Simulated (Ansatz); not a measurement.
BN (zinc blende, F-43m) at seven volumes, PBE in the plane-wave PAW code Ansatz, scaled uniformly. One row is withheld.

```tsv
V (Å³/atom)	P (GPa)
5.414	41.57
5.593	25.70
5.771	?
5.950	-0.01
6.128	-10.39
6.307	-19.40
6.485	-27.24
```

### Question
Fit the shown pressures and predict the withheld one.

### Answer
P = (3/2)B₀(x^(7/2) − x^(5/2))[1 + (3/4)(B′ − 4)(x − 1)] with x = (V₀/V)^(2/3). Least squares on the six rows gives V₀ = 5.950 Å³/atom, B₀ = 371 GPa, B′ = 3.67. At V = 5.771, x = 1.0206 and P = 11.99 GPa. The run itself gave 11.93 GPa.

The cell was relaxed with PBE under the symmetry of its start.

Potentials: the earlier of the program's two PAW sets.
